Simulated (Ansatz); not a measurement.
Input file for Ansatz (a quantum-chemistry and plane-wave program):

Ansatz 0.2 input:
```yaml
crystal:
  lattice:
    - [2.8504626567, 0.0, 0.0]
    - [0.0, 2.8504626567, 0.0]
    - [0.0, 0.0, 2.8504626567]
  atoms:
    - { symbol: Co, position: [0.0, 0.0, 0.0], spin: 0.46 }
    - { symbol: Ga, position: [0.5, 0.5, 0.5], spin: -0.07 }
kpoints:
  mp_grid: { grid: [25, 25, 25] }
hamiltonian:
  xc: r2scan
  pseudopotentials: { kind: paw }
magnetization: { spin_polarized: true }
scf:
  occupations: { method: fermi_dirac, width: 0.1 }
elastic: { mode: relaxed_ion, stencil: two_point, amplitude: 0.005, f_tol: 0.0005 }
```

Output (shortened):

```
Pseudopotentials: kind: paw
Pseudopotential: Co, paw, valence charge 17
Pseudopotential: Ga, paw, valence charge 13
Functional definition: r2SCAN
a single point of the input's cell can leave the moments in the input for a lower state (scf.lower_state_search) …
Crystal: 2 atoms, lattice volume = 23.160 Å³
Basis set: ecut = 500 eV, 619 PW (Γ), exchange–correlation on 96×96×96 points (64 copies of the dense FFT grid, shifted against one another)
Bands: 20, of which v1, the nominal top of the filled ones, is band 15 counted from 1 (14 counted from 0)
Symmetry: 48 space group operations
Space group: Pm-3m (ITA 221), of the structure as read, at distance tolerance 2.9e-5 Å
k-points: 455 of 15625
PAW frozen core: Co, regenerated for the run's functional
PAW frozen core: Ga, regenerated for the run's functional
Initial density: superposition of atomic densities (chi_scale 0.1, normalization cell)
Starting moments: Σ|m| = 0.53 μB on 2 of 2 sites
Initial wavefunctions: pseudopotential atomic-orbital guess
Eigensolver: davidson
Functional: x = r2scan, c = r2scan; τ floored in thin density (d = 2e-4 eV/Å³)
SCF 1 converged in 17 iterations: F = -8922.180306 eV  dr2 = 6.51e-9
a single point of the input's cell can leave the moments in the input for a lower state (scf.lower_state_search) …
Crystal: 2 atoms, lattice volume = 23.160 Å³
Initial density: read from a saved state, or passed on in memory by an earlier SCF of this step, an earlier step, the calling program or the single point that …
Stability of the state it starts from, as read at its close in the collinear treatment (another_mixer)
Starting moments: Σ|m| = 0.53 μB on 2 of 2 sites; this step starts from the density that it was given
all-band conjugate gradients solve this SCF's bands
SCF 2 converged in 12 iterations: F = -8922.180306 eV  dr2 = 2.77e-16
Crystal: 2 atoms, lattice volume = 23.160 Å³
Initial density: handed on by an earlier stage of this run
Initial wavefunctions: those handed on with the density
SCF 3 converged in 2 iterations: F = -8922.180306 eV  dr2 = 2.19e-16
density extrapolation: transplant  |δρ|_rms = 3.248e-2 e/Å³  SAD shift = 8.719e-3 e/Å³
Crystal: 2 atoms, lattice volume = 23.045 Å³
Basis set: ecut = 500 eV, 587 PW (Γ), exchange–correlation on 96×96×96 points (64 copies of the dense FFT grid, shifted against one another)
Symmetry: 16 space group operations
k-points: 1183 of 15625
SCF 4 converged in 20 iterations: F = -8922.179804 eV  dr2 = 6.85e-16
density extrapolation: first-order (α = -2.000)  |δρ|_rms = 3.248e-2 e/Å³  SAD shift = 8.652e-3 e/Å³
Crystal: 2 atoms, lattice volume = 23.276 Å³
SCF 5 converged in 17 iterations: F = -8922.180016 eV  dr2 = 3.98e-16
density extrapolation: transplant  |δρ|_rms = 3.248e-2 e/Å³  SAD shift = 4.954e-3 e/Å³
Crystal: 2 atoms, lattice volume = 23.160 Å³
Basis set: ecut = 500 eV, 603 PW (Γ), exchange–correlation on 96×96×96 points (64 copies of the dense FFT grid, shifted against one another)
Symmetry: 8 space group operations
k-points: 2197 of 15625
SCF 6 converged in 17 iterations: F = -8922.180086 eV  dr2 = 2.57e-15
density extrapolation: first-order (α = -2.000)  |δρ|_rms = 3.248e-2 e/Å³  SAD shift = 4.954e-3 e/Å³
Crystal: 2 atoms, lattice volume = 23.160 Å³
SCF 7 converged in 14 iterations: F = -8922.180086 eV  dr2 = 3.44e-16
SCF converged after 2 iterations
Stability not checked (another_mixer)
Magnetization: 0.3754 μB (15.1877 up, 14.8123 down)
Absolute magnetization: 0.5806 μB (∫|ρ↑−ρ↓|, with the PAW one-centre terms)
Spin contamination: 0.0396 ħ² per cell (⟨S²⟩ above its minimum at these occupations)
Per-site moments (μB) at R_I (Å): [(0.47314376684819176, 1.018286392711946), (-0.0247870024342542, 1.018286392711946)]
Free energy (F): -8922.180306 eV
Harris-Foulkes:  -8922.180306 eV  (|F-HF|=1.82e-12)
Internal energy: -8922.147815 eV  (E = F + TS)
E sigma→0 (E₀):  -8922.164060 eV
Entropy (-TS):   -0.032491 eV (-16.246 meV/atom)
Fermi energy:    17.167389 eV
--- Per-component energies (eV) ---
  E_band       = -231.488457
  E_kinetic    = 574.667995
  E_local      = -4427.668894  (includes V_loc(G=0)·N_el)
  E_nonlocal   = 890.007693
  E_hartree    = 1973.394482
  E_xc         = -221.126531
  E_vxc        = -291.533121  (∫ρ·V_xc dr)
  E_paw        = -3532.885774  (= ΣΔE_a)
  E_vpaw       = -941.876917  (= ΣTr[D̂ρ^β])
  E_aug_tail   = -0.000006  (compensation charges beyond the density's cutoff)
  E_vtau       = 18.125831  (kinetic-family band-sum trace: ∫τ·v_τ [+ j·A + Jᵃ·Aᵃ] dr)
  E_ewald      = -4177.588502
  E_core_change = -0.948276  (= ΣΔE_core)
  E_smearing   = -0.032491  (= −TS)
  E_closure    = 0.000000  (closes the sum)
  Σ components = -8922.180306   (vs F -8922.180306, Δ=0.00e0)
--- Forces (eV/Å), atoms counted from 1 ---
  atom   1  Co     0.00000000     0.00000000     0.00000000
  atom   2  Ga     0.00000000     0.00000000     0.00000000
  max |Σ_I F_I| component: 0.0 eV/Å
--- Stress (GPa, compression-positive) ---
        0.142425       0.000000       0.000000
        0.000000       0.142425       0.000000
        0.000000       0.000000       0.142425
  P = ⅓ Tr σ = 0.1424 GPa (1.424 kbar)
  The stress holds the Pulay correction. Without it, at fixed plane waves, as pw.x and ABINIT print it: P = 0.0148 GPa
  The stress includes an estimate of the error left by incomplete SCF convergence (largest component  0.0000 GPa …
--- Band table (eV; the first three rows and the last of 910) ---
  k-point 0 ↑: bands = ["-81.2421", "-43.0947", "-43.0947", "-43.0947", "1.6055", "1.6055", "2.0010", "2.0010", "2.0010", "4.5013", "14.1917", "14.1917", "16.3354", "16.3354", "16.3354", "22.9725", "22.9725", "22.9725", "28.7143", "28.7143"]
  k-point 1 ↑: bands = ["-81.2421", "-43.0954", "-43.0946", "-43.0946", "1.6065", "1.6103", "1.9993", "1.9993", "2.0014", "4.5337", "14.1888", "14.1951", "16.3138", "16.3138", "16.3355", "22.6834", "23.0295", "23.0295", "28.7209", "28.9456"]
  k-point 2 ↑: bands = ["-81.2419", "-43.0974", "-43.0945", "-43.0945", "1.6095", "1.6243", "1.9942", "1.9942", "2.0026", "4.6308", "14.1770", "14.2051", "16.2518", "16.2518", "16.3357", "21.9635", "23.1980", "23.1980", "28.7403", "29.4264"]
  k-point 454 ↓: bands = ["-80.4503", "-42.3670", "-42.3670", "-42.3670", "1.6903", "1.6913", "1.6913", "2.1671", "2.1671", "12.8303", "12.8931", "12.8931", "17.9012", "17.9012", "18.6321", "20.8044", "21.1425", "21.1425", "22.5780", "22.5780"]
  band table: 20 of 20 bands, residual norms ≤ 1.0e-3 eV
--- Elastic constants: 2 strain directions × 2 members + reference (group order 48) ---
  dense FFT box of the reference and of every strained cell: 24×24×24
  strains applied: 11, 23; error gains: componentwise 1.00 (the most a stress slope's error grows in a printed constant), spectral 1.73 (1 for all six strains …
  C = ∂σ_k/∂η_j (tension-positive GPa; Voigt order 11 22 33 23 13 12):
       220.748    166.900    166.900      0.000      0.000      0.000
       166.900    220.748    166.900      0.000      0.000      0.000
       166.900    166.900    220.748      0.000      0.000      0.000
         0.000      0.000      0.000    123.665      0.000      0.000
         0.000      0.000      0.000      0.000    123.665      0.000
         0.000      0.000      0.000      0.000      0.000    123.665
  reference stress σ⁰ (GPa):     -0.142     -0.142     -0.142      0.000      0.000      0.000
  moduli (Voigt/Reuss/Hill, GPa): K = 184.85/184.85/184.85   G = 84.97/50.74/67.85   E = 181.37   ν = 0.336
  mechanically stable: yes (min eigenvalue of sym C = 53.85 GPa)
  strain η (Voigt 11):  stress-route row diagonal C_11 = 220.75 GPa, energy-path curvature d²(F+E_count+ΔE)/dδ²/Ω₀ = 220.66 GPa
         δ    σ_11 (GPa)             F (eV)   n_scf  n_hpsi   n_pw
    -5.000e-3      -1.2550       -8922.1798040      20  2215855    603   relax 0 steps, max|allowed force component| 0.0 eV/Å
     5.000e-3       0.9525       -8922.1800159      17  1929354    621   relax 0 steps, max|allowed force component| 0.0 eV/Å
  strain η (Voigt 23):  stress-route row diagonal C_44 = 123.66 GPa, energy-path curvature d²(F+E_count+ΔE)/dδ²/Ω₀ = 123.78 GPa
         δ    σ_23 (GPa)             F (eV)   n_scf  n_hpsi   n_pw
    -5.000e-3      -0.6183       -8922.1800860      17  4278212    612   relax 0 steps, max|allowed force component| 0.0 eV/Å
     5.000e-3       0.6183       -8922.1800860      14  3137346    612   relax 0 steps, max|allowed force component| 0.0 eV/Å
```

Cost: roughly 24 core-minutes on shared cores.

The r²SCAN relaxation kept the symmetry of its start. The final state is ferromagnetic, the only order run, not a proven ground state. The cell computed holds one magnetic atom, so no antiferromagnetic order was within reach. Other orbital occupations within this spin state were not tried. For itinerant 3d metals, meta-GGAs of the SCAN family and hybrids are commonly reported to give too large moments. As this level gives no gap, shear constants depend on the k-mesh and smearing (Fermi–Dirac, 0.1 eV here). Point labels and valley counts follow the cell and symmetry of the run, lower than the named group. Scalar-relativistic: spin–orbit coupling is off unless named, which matters more the heavier the elements.

Potentials: the later of the program's two PAW sets.

Ansatz is a plane-wave DFT program.
